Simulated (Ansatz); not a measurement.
Rocksalt alloy of MgO and ZnO (12 of 32 Mg sites exchanged), 64 atoms

Ansatz, PAW, plane waves. PBEsol relaxation of volume and atoms (shape held) at the single k point (¼, ¼, ¼) without its symmetry partners; single points on the relaxed atoms at the single k point (¼, ¼, ¼) without its symmetry partners, onto which points of the small cell's zone fold. Arrangement: random. No spin–orbit coupling unless named.

Relaxed structure:

```
O Mg Zn
1.0
     8.46755    0.00000    0.00000
     0.00000    8.46755    0.00000
     0.00000    0.00000    8.46755
O Mg Zn
32 20 12
Cartesian
  2.0945 8.4669 8.4477
  2.1156 8.4441 4.2571
  2.1195 4.2430 0.0256
  2.0998 4.2568 4.2238
  6.3615 0.0003 8.4524
  6.3466 8.4450 4.2588
  6.3497 4.2422 8.4508
  6.3672 4.2607 4.2580
  0.0239 2.1228 0.0079
  8.4670 2.1183 4.2350
  0.0245 6.3550 0.0060
  8.4667 6.3532 4.2333
  4.2118 2.1429 0.0032
  4.2308 2.1012 4.2317
  4.2160 6.3409 0.0021
  4.2310 6.3721 4.2314
  8.4632 0.0071 2.1207
  8.4605 0.0078 6.3541
  0.0201 4.2337 2.1219
  8.4387 4.2326 6.3551
  4.2341 0.0249 2.1341
  4.2335 0.0308 6.3302
  4.2183 4.2118 2.1003
  4.2525 4.2180 6.3716
  2.1179 2.1378 2.1011
  2.1162 2.1014 6.3747
  2.0958 6.3321 2.1190
  2.0969 6.3736 6.3533
  6.3503 2.1216 2.1201
  6.3465 2.1203 6.3538
  6.3646 6.3532 2.1348
  6.3667 6.3550 6.3316
  8.4607 0.0044 0.0068
  8.4644 0.0036 4.2345
  8.4639 4.2378 0.0066
  8.4664 4.2334 4.2375
  4.2314 0.0035 4.2282
  4.2398 4.2447 0.0045
  2.1198 2.1193 0.0061
  2.1244 6.3580 0.0045
  2.1224 6.3493 4.2367
  6.3401 6.3504 4.2299
  2.1192 0.0036 6.3529
  2.1230 4.2349 2.1254
  6.3407 0.0023 6.3576
  6.3425 4.2397 6.3517
  8.4618 2.1190 2.1216
  8.4662 2.1214 6.3537
  8.4629 6.3543 2.1185
  8.4654 6.3535 6.3534
  4.2409 2.1184 2.1199
  4.2294 2.1261 6.3494
  4.2294 0.0106 8.4669
  4.2323 4.2346 4.2358
  2.1152 2.1164 4.2355
  6.3499 2.1231 8.4669
  6.3494 2.1166 4.2416
  6.3539 6.3549 8.4661
  2.1127 0.0025 2.1191
  2.1116 4.2376 6.3628
  6.3482 0.0017 2.1224
  6.3531 4.2368 2.1220
  4.2299 6.3529 2.1163
  4.2319 6.3576 6.3503
```

What are the mean bond lengths by pair (pairs within 1.2 times the sum of covalent radii, less contacts 15 % beyond the pair's median; cation–cation pairs of compounds aside; long ionic contacts are cut short by that bound)?

Mg–O 2.109 ± 0.011 Å (standard deviation, 120 bonds); O–Zn 2.130 ± 0.010 Å (standard deviation, 72 bonds).

What gap lies between the top filled and the lowest empty level in the single points?

r²SCAN 4.44 eV (4 s on NVIDIA GB300). Away from Γ this isn't the crystal's band gap.
